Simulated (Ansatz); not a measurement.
SrClF:
```xyz
6
Lattice="4.0852 0.0000 0.0000 0.0000 4.0852 0.0000 0.0000 0.0000 6.9133" Properties=species:S:1:pos:R:3 pbc="T T T"
Sr     0.0000     2.0426     5.5215
Sr     2.0426     0.0000     1.3918
Cl     2.0426     0.0000     4.4495
Cl     0.0000     2.0426     2.4637
F      2.0426     2.0426     0.0000
F      0.0000     0.0000     0.0000
```

Relaxed with PBEsol.

Q: Map the valence electron density (e/Å³), cut off at 2 on the plane through (0.000, 0.500, 0.799) spanned by u = [1, 0, 0] and v = [0, 0, 1] in lattice vectors, from PBEsol in the plane-wave PAW code Ansatz.

A: x is the fraction of u, y of v (the angle between them is 90°; rows are the nearest grid lines); atoms in the plane: Sr at (0.00, 0.00), Cl at (0.00, 0.56), F at (0.50, 0.20).
```
|+@@@*:         :*@@@+|
|@@@%=.         .=%@@@|
|@@%+:.         .:+%@@|
|-::.             .::-|
|..                 ..|
|                     |
|..                 ..|
|=--:.           .:--=|
|#*+-:.         .:-+*#|
|+*%#=:.       .:=#%*+|
| :%%=:.       .:=%%: |
|+#@#=:.       .:=#@#+|
|%%%+-.         .-+%%%|
|--::.           .::--|
|....             ....|
|         ...         |
|       .:---:.       |
|      .+@@@@@+.      |
|     .:%@@@@@%:.     |
|.    .:#@@@@@#:.    .|
|::.. .:+@@@@@+:. ..::|
|@@%+:...:---:...:+%@@|
|@@@%=.   ...   .=%@@@|
|+@@@*:         :*@@@+|
```
Scale: ten equal steps from 0.000 (start of ' ') to 2.00 (end of '@'), in the order ' .:-=+*#%@'; x runs from 0.000 to 1.00, y from 0.000 (bottom) to 1.00 (top).

The density is the valence pseudo-density with augmentation charge, so density and ELF within about 1 Å of a nucleus are not all-electron values.

Space group P4/nmm. The workflow started from a Materials Project entry (that database holds measured and hypothetical structures alike); the Crystallography Open Database files this formula in space group No. 129, but the cells were not matched. Its standing as an ambient phase is unchecked. Symmetry was held in the PBEsol relaxation; whether a distortion lowers the energy is not shown.

Potentials: the later of the program's two PAW sets.
